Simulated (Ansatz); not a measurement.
# YRh2: pressure against volume

YRh2, Fd-3m, a = 7.444 Å. The structure is a COD entry; whether it is the stable form wasn't checked. Ansatz: PBEsol, PAW, 420 eV, Γ-centred 8×8×8 mesh on 6 atoms, Gaussian smearing 0.10 eV; no spin polarisation. Symmetry fixes shape and atoms, so the cell is only scaled; pressure is positive in compression.

```tsv
V (Å³/atom)	P (GPa)
15.122	?
15.637	20.23
16.153	12.33
16.668	5.66
17.184	0.01
17.699	-4.76
18.215	-8.79
18.902	-13.20
```

Q: Take V0 = 17.184 Å³/atom, count pressures from its P0 = 0.01 GPa, fit the third-order Birch–Murnaghan form to the other rows, and predict the missing pressure.

A: With the Eulerian strain f = ½[(V0/V)^(2/3) − 1] and y = (P − P0)/[3f(1 + 2f)^(5/2)], the form is the line y = B0 + 1.5 B0 (B0′ − 4) f. Rows (f, y): 0.03246, 177.4; 0.02106, 175.9; 0.01027, 174.3; -0.00975, 171.3; -0.01905, 169.7; -0.03078, 167.7. Means f = 0.0007017, y = 172.72; Σ(Δf)² = 0.003005, ΣΔfΔy = 0.4610; the slope is their ratio. y = 172.6 + 153.4 f GPa, so B0 = 172.6 GPa and B0′ = 4 + 2 × (153.4)/(3 × 172.6) = 4.59. At V = 15.122, f = 0.04448, y = 179.42 and P = 29.64 GPa. The run gave 29.58 GPa, so the fit is 0.06 GPa too high, a small miss on the scale of the series.

Cost: 8 runs of about 0.55 core-minutes in all, on AMD EPYC 9R45 (Zen 5) (shared hosts).